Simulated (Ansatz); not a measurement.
**HgPd: energy along a strain**

HgPd, P4/mmm, a = 3.030 Å, c = 3.692 Å (as given, not relaxed at this level: 4.4 GPa). The structure is a COD entry; whether it is the stable form wasn't checked. Ansatz: r2SCAN, PAW, 500 eV, Γ-centred 16×16×14 mesh on 2 atoms, Gaussian smearing 0.15 eV; no spin polarisation. Cell vectors (Å): 3.030 0.000 0.000; 0.000 3.030 0.000; 0.000 0.000 3.692. The cell is strained by x per cent times the pattern (0 1 0 0 0 0) in the order xx yy zz yz xz xy (engineering shears), with fractional coordinates held. y is the free energy over the start, V0 = 16.947 Å³/atom.

```
x (%) y (meV/atom)
-6.00             ?
-4.50         45.36
-3.00         24.00
-1.50          9.20
 0.00          0.00
 1.50         -4.56
 3.00         -5.37
 4.50         -3.11
 5.25         -0.96
 6.00          1.81
```

Fit y = c1 x + c2 x² + c3 x³ to the other rows, get the stiffness along the pattern, and predict the missing energy.

Least squares on the rows shown. y = −4.5587 x + 1.0442 x² − 0.039614 x³. The clamped-ion stiffness p·C·p = 2 × 10.44 eV × 160.2 / 16.947 Å³ = 197 GPa, which is C22 in these axes (second derivative at the start, which stands under stress). At x = -6.00 the fit asked for gives 73.50 meV/atom. The run gave 74.32 meV/atom, so the fit is 0.82 meV/atom too low, 1 % of the span of the series, against an rms of 0.10 meV/atom on the fitted rows. The row lies outside the fitted range. With a term in x⁴ added, a fit to the same known rows predicts 74.62 meV/atom, so most of the miss is curvature that the known rows already hold.

Spin–orbit coupling is left out, which can shift energies with elements as heavy as these.